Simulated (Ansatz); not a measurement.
Input file for Ansatz (a program for electronic structure):

Ansatz 0.2 input:
```yaml
crystal:
  lattice:
    - [2.8634878444, 1.6532354778, 4.9994541616]
    - [-2.8634878444, 1.6532354778, 4.9994541616]
    - [0.0, -3.3064709556, 4.9994541616]
  atoms:
    - { symbol: Na, position: [0.7088584991, 0.7088584991, 0.7088584991] }
    - { symbol: Na, position: [0.2088584991, 0.2088584991, 0.2088584991] }
    - { symbol: Cd, position: [0.9978297444, 0.9978297444, 0.9978297444] }
    - { symbol: Cd, position: [0.4978297444, 0.4978297444, 0.4978297444] }
    - { symbol: F, position: [0.2966614773, 0.6126900991, 0.8879701801] }
    - { symbol: F, position: [0.8879701801, 0.2966614773, 0.6126900991] }
    - { symbol: F, position: [0.6126900991, 0.8879701801, 0.2966614773] }
    - { symbol: F, position: [0.3879701801, 0.1126900991, 0.7966614773] }
    - { symbol: F, position: [0.1126900991, 0.7966614773, 0.3879701801] }
    - { symbol: F, position: [0.7966614773, 0.3879701801, 0.1126900991] }
kpoints:
  mp_grid: { grid: [5, 5, 5] }
  band_path:
    path:
      - [[0.0, 0.0, 0.0], [0.5, 0.5, 0.5], [0.7604324162, 0.2395675838, 0.5]]  # Γ-T-H_2
      - [[0.5, -0.2395675838, 0.2395675838], [0.5, 0.0, 0.0], [0.0, 0.0, 0.0], [0.3697837919, -0.3697837919, 0.0]]  # H_0-L-Γ-S_0
      - [[0.6302162081, 0.0, 0.3697837919], [0.5, 0.0, 0.5], [0.0, 0.0, 0.0]]  # S_2-F-Γ
      - [VBM, CBM]
    npoints: 10
hamiltonian:
  xc: r2scan
  pseudopotentials: { kind: paw }
magnetization: { noncollinear: true, spin_orbit: true }
scf:
  n_extra_bands: 20
  convergence: { dr2_threshold: 0.0000000001 }
  occupations: { method: gaussian, width: 0.01 }
checkpoint: { write: soc.run }
output: { eigenvalues: true }
```

Output (shortened):

```
Pseudopotential: Na, paw_fr, valence charge 9
Pseudopotential: Cd, paw_fr, valence charge 20
Pseudopotential: F, paw_fr, valence charge 7
Functional definition: r2SCAN
non-collinear run that drives no moment, with spin-orbit …
Crystal: 10 atoms, lattice volume = 142.005 Å³
Basis set: ecut = 500 eV, 3625 PW (Γ), exchange–correlation on 180×180×180 points (64 copies of the dense FFT grid, shifted against one another)
Bands: 120, of which v1, the nominal top of the filled ones, is band 100 counted from 1 (99 counted from 0)
Symmetry: 6 space group operations + 6 with time reversal
k-points: 19 of 125 (time reversal used)
Projection manifold: j_resolved (fully-relativistic pseudo-atomic orbitals)
SCF iter   1: F=—  HF=-24379.814333 eV  |F-HF|=—  |Δ(HF+E_count)|=         —  Δρ=1.93e-1  dr2=4.29e1  dr2_τ=7.74e-2  dr2_m=0.00e0 (ungated)  ethr=3.10e-3  |M|=0.00e0 ∫|m|=0.00e0 μB  |m|>n=0.0e0 m-floor=0.0e0 τ_xc=0.0e0  β_m=0.30  ⟨swp⟩=8.0  Hψ=10940  notcnv=0  defer=125
preconditioner: auto → Resta (q_TF=auto, 2.573 Å⁻¹)
spin=Noncollinear: Resta preconditioning applied to the charge; magnetization (m_x, m_y, m_z) channels mix plain (no charge-response kernel on spin).
SCF iter   2: F=—  HF=-24368.117171 eV  |F-HF|=—  |Δ(HF+E_count)|=    1.17e1  Δρ=8.28e-2  dr2=9.68e0  dr2_τ=1.70e-1  dr2_m=0.00e0 (ungated)  ethr=3.10e-3  |M|=0.00e0 ∫|m|=0.00e0 μB  |m|>n=0.0e0 m-floor=0.0e0 τ_xc=0.0e0  β_m=0.41  ⟨swp⟩=3.0  Hψ=4674  notcnv=0  defer=304
SCF iter   3: F=—  HF=-24364.882520 eV  |F-HF|=—  |Δ(HF+E_count)|=    3.23e0  Δρ=2.54e-2  dr2=9.93e-1  dr2_τ=1.73e-2  dr2_m=0.00e0 (ungated)  ethr=3.10e-3  |M|=0.00e0 ∫|m|=0.00e0 μB  |m|>n=0.0e0 m-floor=0.0e0 τ_xc=0.0e0  β_m=0.56  ⟨swp⟩=3.0  Hψ=4572  notcnv=0  defer=304
SCF iter   4: F=—  HF=-24364.751338 eV  |F-HF|=—  |Δ(HF+E_count)|=   1.31e-1  Δρ=9.58e-3  dr2=1.19e-1  dr2_τ=2.07e-3  dr2_m=0.00e0 (ungated)  ethr=9.93e-4  |M|=0.00e0 ∫|m|=0.00e0 μB  |m|>n=0.0e0 m-floor=0.0e0 τ_xc=0.0e0  β_m=0.69  ⟨swp⟩=2.7  Hψ=4081  notcnv=0  defer=304
SCF iter   5: F=—  HF=-24364.745221 eV  |F-HF|=—  |Δ(HF+E_count)|=   6.12e-3  Δρ=1.85e-3  dr2=5.49e-3  dr2_τ=8.68e-5  dr2_m=0.00e0 (ungated)  ethr=1.19e-4  |M|=0.00e0 ∫|m|=0.00e0 μB  |m|>n=0.0e0 m-floor=0.0e0 τ_xc=0.0e0  β_m=0.85  ⟨swp⟩=3.0  Hψ=4598  notcnv=0  defer=304
SCF iter   6: F=—  HF=-24364.747396 eV  |F-HF|=—  |Δ(HF+E_count)|=   2.17e-3  Δρ=4.64e-4  dr2=2.09e-4  dr2_τ=3.28e-6  dr2_m=0.00e0 (ungated)  ethr=5.49e-6  |M|=0.00e0 ∫|m|=0.00e0 μB  |m|>n=0.0e0 m-floor=0.0e0 τ_xc=0.0e0  β_m=0.86  ⟨swp⟩=2.9  Hψ=3691  notcnv=0  defer=304
SCF iter   7: F=—  HF=-24364.747505 eV  |F-HF|=—  |Δ(HF+E_count)|=   1.09e-4  Δρ=1.03e-4  dr2=1.17e-5  dr2_τ=3.18e-7  dr2_m=0.00e0 (ungated)  ethr=2.09e-7  |M|=0.00e0 ∫|m|=0.00e0 μB  |m|>n=0.0e0 m-floor=0.0e0 τ_xc=0.0e0  β_m=0.91  ⟨swp⟩=2.2  Hψ=3124  notcnv=0  defer=304
SCF iter   8: F=—  HF=-24364.747521 eV  |F-HF|=—  |Δ(HF+E_count)|=   1.59e-5  Δρ=1.81e-5  dr2=6.38e-7  dr2_τ=1.19e-8  dr2_m=0.00e0 (ungated)  ethr=1.17e-8  |M|=0.00e0 ∫|m|=0.00e0 μB  |m|>n=0.0e0 m-floor=0.0e0 τ_xc=0.0e0  β_m=0.95  ⟨swp⟩=2.0  Hψ=3346  notcnv=0  defer=304
SCF iter  11: F=-24364.747561 eV  HF=-24364.747561 eV  |F-HF|=0.00e0  |Δ(HF+E_count)|=  7.57e-10  Δρ=1.18e-7  dr2=1.08e-11  dr2_τ=4.14e-13  dr2_m=0.00e0 (ungated)  ethr=1.00e-12  |M|=0.00e0 ∫|m|=0.00e0 μB  |m|>n=0.0e0 m-floor=0.0e0 τ_xc=0.0e0  ⟨swp⟩=10.9  Hψ=8931  notcnv=0
SCF 1 converged in 11 iterations: F = -24364.747561 eV  dr2 = 1.08e-11
NSCF: frozen V_eff on 32 k-points
NSCF: frozen V_eff on 32 k-points
NSCF: frozen V_eff on 32 k-points
NSCF: frozen V_eff on 32 k-points
NSCF: frozen V_eff on 15 k-points
NSCF: frozen V_eff on 3 k-points
NSCF: frozen V_eff on 3 k-points
NSCF: frozen V_eff on 3 k-points
NSCF: frozen V_eff on 7 k-points
NSCF: frozen V_eff on 84 k-points
SCF converged after 11 iterations
Magnetization: |M| = 0.0000 μB,  M = (+0.0000, +0.0000, +0.0000) μB
Absolute magnetization: 0.0000 μB (∫|m|)
  site 0: m = (+0.0000, +0.0000, +0.0000) μB, |m| = 0.0000 μB  (R = 0.93 Å)
  site 1: m = (+0.0000, +0.0000, +0.0000) μB, |m| = 0.0000 μB  (R = 0.93 Å)
  site 2: m = (+0.0000, +0.0000, +0.0000) μB, |m| = 0.0000 μB  (R = 0.91 Å)
  site 3: m = (+0.0000, +0.0000, +0.0000) μB, |m| = 0.0000 μB  (R = 0.91 Å)
  site 4: m = (+0.0000, +0.0000, +0.0000) μB, |m| = 0.0000 μB  (R = 0.91 Å)
  site 5: m = (+0.0000, +0.0000, +0.0000) μB, |m| = 0.0000 μB  (R = 0.91 Å)
  site 6: m = (+0.0000, +0.0000, +0.0000) μB, |m| = 0.0000 μB  (R = 0.91 Å)
  site 7: m = (+0.0000, +0.0000, +0.0000) μB, |m| = 0.0000 μB  (R = 0.91 Å)
  site 8: m = (+0.0000, +0.0000, +0.0000) μB, |m| = 0.0000 μB  (R = 0.91 Å)
  site 9: m = (+0.0000, +0.0000, +0.0000) μB, |m| = 0.0000 μB  (R = 0.91 Å)
Free energy (F): -24364.747561 eV
Harris-Foulkes:  -24364.747561 eV  (|F-HF|=0.00e0)
Internal energy: -24364.747561 eV  (E = F + TS)
E sigma→0 (E₀):  -24364.747561 eV
Fermi energy:    5.017497 eV
--- Per-component energies (eV) ---
  E_band       = -1703.140812
  E_kinetic    = 2505.252366
  E_local      = -13221.625071  (includes V_loc(G=0)·N_el)
  E_nonlocal   = 741.966838
  E_hartree    = 5564.290501
  E_xc         = -886.153164
  E_vxc        = -1299.666904  (∫ρ·V_xc dr)
  E_paw        = -9953.785229  (= ΣΔE_a)
  E_vpaw       = -1653.205896  (= ΣTr[D̂ρ^β])
  E_aug_tail   = 0.006228  (compensation charges beyond the density's cutoff)
  E_vtau       = 95.550576  (kinetic-family band-sum trace: ∫τ·v_τ [+ j·A + Jᵃ·Aᵃ] dr)
  E_ewald      = -9113.326277
  E_core_change = -1.373752  (= ΣΔE_core)
  E_smearing   =  0.000000  (= −TS)
  E_closure    = 0.000000  (closes the sum)
  Σ components = -24364.747561   (vs F -24364.747561, Δ=0.00e0)
  [band-id]    e_kinetic+e_local+e_nonlocal+2·e_hartree+e_vxc+e_vpaw+e_augmentation_tail+e_vtau = -1703.140861   (vs E_band -1703.140812, Δ=-4.96e-5)
--- Band table (eV; the first three rows and the last of 19) ---
  k-point 0: bands = ["-98.2214", "-98.2214", "-98.2214", "-98.2214", "-62.4053", "-62.4053", "-62.4050", "-62.4050", "-56.7051", "-56.7051", "-56.7046", "-56.7046", "-56.6918", "-56.6918", "-56.6912", "-56.6912", "-46.6387", "-46.6387", "-46.6380", …
  k-point 1: bands = ["-98.2214", "-98.2214", "-98.2214", "-98.2214", "-62.4052", "-62.4052", "-62.4050", "-62.4050", "-56.7051", "-56.7050", "-56.7046", "-56.7046", "-56.6917", "-56.6917", "-56.6913", "-56.6913", "-46.6386", "-46.6386", "-46.6380", …
  k-point 2: bands = ["-98.2214", "-98.2214", "-98.2214", "-98.2214", "-62.4052", "-62.4052", "-62.4051", "-62.4051", "-56.7049", "-56.7049", "-56.7048", "-56.7047", "-56.6916", "-56.6916", "-56.6914", "-56.6914", "-46.6385", "-46.6384", "-46.6382", …
  k-point 18: bands = ["-98.2214", "-98.2214", "-98.2214", "-98.2214", "-62.4051", "-62.4051", "-62.4051", "-62.4051", "-56.7049", "-56.7049", "-56.7048", "-56.7048", "-56.6915", "-56.6915", "-56.6915", "-56.6915", "-46.6384", "-46.6384", "-46.6383", …
```

Cost: about 20 core-minutes (a rough figure) on shared cores.

Space group R3c. The workflow started from a Materials Project entry (that database holds measured and hypothetical structures alike); the Crystallography Open Database copy checked does not list it. With Na and Cd taken as one species the cell has the higher symmetry R-3c, so it may be an ordered model of a mixed-site phase. Its standing as an ambient phase is unchecked. The r²SCAN relaxation kept the symmetry of its start; its stability against distortions is not shown here.

Potentials: the later of the program's two PAW sets.

Ansatz is a plane-wave DFT program.
